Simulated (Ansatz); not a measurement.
AlPt:
Space group Fm-3m (No. 225); a = b = c = 5.136 Å, α = β = γ = 90.00°

| atom | site | symmetry | x | y | z |
|---|---|---|---|---|---|
| Pt | 4a | m-3m | 0.0000 | 0.0000 | 0.0000 |
| Al | 4b | m-3m | 0.5000 | 0.5000 | 0.5000 |
(The calculation used a cell of 2 atoms; values per cell refer to that cell.)

Relaxed with plane-wave PAW PBE (Ansatz code). Indices refer to the conventional cell of Fm-3m, a = 5.136 Å, b = 5.136 Å, c = 5.136 Å, α = 90.00°, β = 90.00°, γ = 90.00°.

Problem. Simulate the powder diffraction pattern (Cu Kα, λ = 1.54184 Å; lines above 1 %) up to 2θ = 90°.

Solution. Simulated powder pattern, Cu Kα, λ = 1.54184 Å (kinematic, ideal powder, no thermal factors, no anomalous dispersion; the 30 strongest lines at most, above 1 %, up to 2θ = 90°):

| 2θ (°) | d (Å) | I/Imax (%) | hkl |
|---|---|---|---|
| 30.14 | 2.965 | 100 | (111) |
| 34.94 | 2.568 | 90 | (200) |
| 50.25 | 1.816 | 65 | (220) |
| 59.71 | 1.549 | 46 | (311) |
| 62.66 | 1.483 | 23 | (222) |
| 73.80 | 1.284 | 11 | (400) |
| 81.73 | 1.178 | 20 | (331) |
| 84.33 | 1.148 | 31 | (420) |

The start of the workflow was typed in or built on a structure type; neither database checked (COD, Materials Project) lists it. Whether it is the stable phase at ambient conditions was not checked. Symmetry was held in the PBE relaxation; its stability against distortions is not shown here. The run is not spin-polarised. Scalar-relativistic: spin–orbit coupling is off unless named, which matters more the heavier the elements.

Potentials: the later of the program's two PAW sets.
